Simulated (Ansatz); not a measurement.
SnO2: deformation potentials from a series

```
CELL_PARAMETERS angstrom
4.73735 0.00000 0.00000
0.00000 4.73735 0.00000
0.00000 0.00000 3.18640
ATOMIC_POSITIONS crystal
Sn 0.00000 0.00000 0.00000
Sn 0.50000 0.50000 0.50000
O 0.30562 0.30562 0.00000
O 0.19438 0.80562 0.50000
O 0.69438 0.69438 0.00000
O 0.80562 0.19438 0.50000
```

Atom numbers follow the list: Sn1, Sn2, O3, O4, O5, O6.

Structure: COD 2101853, as refined from experiment and not relaxed.

Spin–orbit coupling is left out, though it moves levels of the heavy atoms by tenths of an eV or more.

Method: Ansatz 0.2.0, DFT, LDA, all-electron LAPW, scalar-relativistic.

Sampling and basis: a Γ-centred 4×4×6 k mesh, Fermi–Dirac smearing of 0.03 eV, basis error target 1 meV/atom, no spin polarisation.

The cell is scaled evenly. Fractional coordinates are held (clamped ions).

Only quantities that a quadratic follows smoothly over the whole series are listed; rougher ones are left out.

```csv
ln(V/Vcell),direct gap at Γ (eV),smallest gap on mesh and path (eV)
-0.0619,1.863,1.863
-0.0408,1.601,1.601
-0.0101,1.228,1.228
0.0000,1.110,1.110
0.0100,0.994,0.994
0.0198,0.881,0.881
0.0392,0.663,0.663
0.0583,0.455,0.455
```

(1) Fit the series and give the slopes at zero strain.

(2) One run, at ln(V/Vcell) = -0.0202, is withheld. Predict its row.

Results:

(1) Least-squares fits y = p0 + p1 x + p2 x² to the rows give direct gap at Γ (eV): p1 = -11.7, p2 = 7.8; smallest gap on mesh and path (eV): p1 = -11.7, p2 = 7.8. So dEg/dln V = -11.7 eV for the direct gap at Γ, the fundamental gap of this crystal. Semilocal gaps are too small, but their slopes carry over better.

(2) The fits give 1.349, 1.349; the run gave 1.350, 1.350.
